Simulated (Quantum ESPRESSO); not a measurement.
# Where does Cl sit best among F sites?

These are calculations, not measurements. They come from pw.x of Quantum ESPRESSO 7.5, a plane-wave density functional program, with PseudoDojo standard norm-conserving files (v0.5 for PBE, v0.4.1 for LDA and PBEsol). The cells are made up: elements, strain and atom displacements were drawn at random, and nothing was relaxed. There is no spin polarisation, spin-orbit coupling or dispersion term.

The cell has 12 sites of a fluorite lattice. Sites 1 to 4 hold Mg Mg Mg Mg; sites 5 to 12 hold X F F X X F X F. Cell vectors in Å: (5.103, -0.037, 0.070); (-0.037, 5.116, -0.008); (0.070, -0.008, 4.936). Settings: PBE, cutoff 1143 eV, 4 x 4 x 5 k mesh shifted by half a step, Fermi-Dirac smearing of 0.025 eV.

In each run one of the sites marked X holds Cl and the others hold F; cell and positions stay the same. E is the free energy of the cell.

```
site of the guest  first shell  mean distance (Å)  E above the lowest (eV)  P (GPa)  force on the guest (eV/Å)
                5          Mg4              2.195                    0.346    13.91                      3.430
                8          Mg4              2.170                    0.425    14.17                      1.695
                9          Mg4              2.209                    0.000    13.13                      0.961
               11          Mg4              2.208                    0.103    13.38                      1.673
```

A rerun of one of these cells at 1437 eV and k mesh 6 x 6 x 7 moved values by no more than 0.005 eV in the cell's energy, 0.03 GPa in stress and 0.003 eV/Å in force.

## Reading the table

Site 9 is lowest, by 0.103 eV, over three times the rerun's bound. A straight line of energy against the mean distance has a slope of -9.8 ± 3.6 eV/Å, so these few sites cannot settle whether the distance sets the order. The positions are random and not relaxed, so the differences hold for this frozen cell and are not site preferences of a real crystal.